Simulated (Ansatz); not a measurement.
Bi2Te2Pb2S3: field gradients at two levels of theory

Cell: a COD entry (perhaps calculated rather than measured), its atoms then relaxed with PBE in this cell.

Space group P-3m1 (No. 164); a = 4.2579, c = 16.9431 Å, γ = 120.00°.

```csv
site,Wyckoff,site symmetry,x,y,z
Bi,2c,3m.,0.0000,0.0000,0.1954
Te,2d,3m.,0.3333,0.6667,0.9104
Pb,2d,3m.,0.3333,0.6667,0.6010
S7,2d,3m.,0.3333,0.6667,0.2988
S9,1b,-3m.,0.0000,0.0000,0.5000
```

One atom of each set is listed.

First run. Computed with Ansatz: DFT, PBE, plane waves and PAW, scalar-relativistic, 420 eV cutoff, Γ-centred 8×8×2 k-points, Fermi–Dirac smearing 0.02 eV.

```tsv
site	V_zz (10²¹ V/m²)	η
Bi	-0.73	0.00
Te	1.01	0.00
Pb	0.69	0.00
S7	0.14	0.00
S9	-0.28	0.00
```

Second run. The same atoms and settings, except that the functional is r2SCAN and the cutoff is 500 eV.

Problem. What does the second run give?

Solution. 

```csv
site,V_zz,η,change of V_zz
Bi,-0.66,0.00,+0.07
Te,0.35,0.00,-0.66
Pb,0.64,0.00,-0.05
S7,0.071,0.00,-0.07
S9,-0.30,0.00,-0.02
```

The largest change of V_zz is on Te, from 1.01 to 0.35. In per cent, |V_zz| changes by -9 on Bi, -65 on Te, -8 on Pb (all sites that start above 0.5).

Spin–orbit coupling is left out, which shifts gradients on Bi and Pb by a few per cent in wide-gap crystals, and can shift them far more where the calculated gap is small or absent, as here.
For the first run: With a gap of 0.4 eV on this mesh, small gradients can still move by 0.1 × 10²¹ V/m² or more as the k-mesh gets denser.
For the second run: With a gap of 0.6 eV on this mesh, small gradients can still move by 0.1 × 10²¹ V/m² or more as the k-mesh gets denser.
